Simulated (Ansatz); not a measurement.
The relaxed structure here is a generated cell of Ir: the first start was made by placing the elements on the sites of a structure type, and the end was not matched to a known phase here, so it may be hypothetical. Known forms of Ir include space group No. 225.

A relaxed cell of Ir (I4₁/amd (No. 141)), relaxed on a k-mesh at least as fine as the one used below. The numbers are results of PBEsol (plane waves to 420 eV, PAW, scalar-relativistic; Ansatz, an electronic-structure program), not measurements. Γ-centred k-mesh 7×14×10 on the run's cell (coarser than for final values), Fermi–Dirac smearing 0.05 eV.

```yaml
crystal:
  lattice:
    - [-4.80379, 4.80379, 2.71742]
    - [2.40190, -2.40190, 1.35871]
    - [2.40190, 2.40190, -1.35871]
  atoms:
    - { symbol: Ir, position: [0.37500, 0.25000, 0.50000] }
    - { symbol: Ir, position: [0.87500, 0.25000, 0.50000] }
    - { symbol: Ir, position: [0.00000, 0.00000, 0.00000] }
    - { symbol: Ir, position: [0.50000, 0.00000, 0.00000] }
```

The atoms are displaced by (Å):

```json
[
 {"atom": "Ir1", "ux": "-0.056", "uy": "0.119", "uz": "-0.030"},
 {"atom": "Ir2", "ux": "0.008", "uy": "-0.003", "uz": "0.063"},
 {"atom": "Ir3", "ux": "0.062", "uy": "0.038", "uz": "0.058"},
 {"atom": "Ir4", "ux": "0.032", "uy": "0.094", "uz": "-0.001"}
]
```

Task: What forces (eV/Å) and pressure result?

Result: 
```csv
atom,Fx,Fy,Fz
Ir1,1.10,-0.10,0.62
Ir2,0.85,0.41,-0.56
Ir3,-0.80,-0.17,-0.09
Ir4,-1.15,-0.14,0.03
```

Pressure +1.7 GPa.

The undisplaced cell is probably no minimum: from this displacement the run went on to Fm-3m (No. 225), 0.75 eV/atom below it.

No spin polarisation in the result.
